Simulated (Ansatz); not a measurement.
Given:

AlPt$_{3}$:
```cif
data_Al2Pt6
_chemical_formula_sum 'Al2 Pt6'
_space_group_name_H-M_alt 'P 1'
_space_group_IT_number 1
_cell_length_a 5.49524
_cell_length_b 5.49524
_cell_length_c 5.49524
_cell_angle_alpha 120.486
_cell_angle_beta 120.486
_cell_angle_gamma 89.160
loop_
_space_group_symop_operation_xyz
  'x, y, z'
loop_
_atom_site_label
_atom_site_type_symbol
_atom_site_fract_x
_atom_site_fract_y
_atom_site_fract_z
_atom_site_occupancy
Al1 Al 0.75000 0.25000 0.50000 1
Al2 Al 0.25000 0.75000 0.50000 1
Pt1 Pt 0.75000 0.75000 0.00000 1
Pt2 Pt 0.25000 0.25000 0.00000 1
Pt3 Pt 0.21731 0.71731 0.93463 1
Pt4 Pt 0.78269 0.28269 0.06537 1
Pt5 Pt 0.71731 0.78269 0.50000 1
Pt6 Pt 0.28269 0.21731 0.50000 1
```

This is the PBEsol-relaxed structure.

Question: All from plane-wave PAW PBEsol (Ansatz code), unless another level is named. Predict the formation energy from the elements (no fitted shifts).

Answer: -0.71 eV/atom.

Question: Predict the density of states at the Fermi level.

Answer: 0.48 states/eV per atom (mean over ±0.08 eV).

Space group I4/mcm. The first step of the workflow began from a Materials Project structure, measured or hypothetical; the Crystallography Open Database copy checked does not list it. Its standing as an ambient phase is unchecked. Symmetry was held in the PBEsol relaxation; whether a distortion lowers the energy is not shown. No spin polarisation was allowed. The references are the lowest solids computed at this level, not always the standard phases. Scalar-relativistic: spin–orbit coupling is off unless named, which matters more the heavier the elements.

Potentials: the later of the program's two PAW sets.
